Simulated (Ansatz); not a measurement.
NiGe (CsCl type, Pm-3m) at seven volumes, plane-wave PAW r²SCAN (Ansatz code), scaled uniformly. One row is withheld.

```
V (Å³/atom)  P (GPa)
-----------  -------
11.508         18.04
11.888         10.93
12.267             ?
12.646          0.00
13.026         -4.12
13.405         -7.59
13.785        -10.48
```

### Question
Fit the shown pressures and predict the withheld one.

### Answer
P = (3/2)B₀(x^(7/2) − x^(5/2))[1 + (3/4)(B′ − 4)(x − 1)] with x = (V₀/V)^(2/3). Least squares on the six rows gives V₀ = 12.648 Å³/atom, B₀ = 151 GPa, B′ = 5.00. At V = 12.267, x = 1.0206 and P = 4.99 GPa. The run itself gave 4.89 GPa.

The cell is a constructed one: a structure type filled with these elements; neither database checked (COD, Materials Project) lists it. COD files the formula under space group No. 62, so this cell is another polymorph or a model. Whether it is the stable phase at ambient conditions was not checked. The r²SCAN relaxation kept the symmetry of its start; whether a distortion lowers the energy is not shown. The workflow began spin-polarised and lost its moments.

Potentials: the later of the program's two PAW sets.
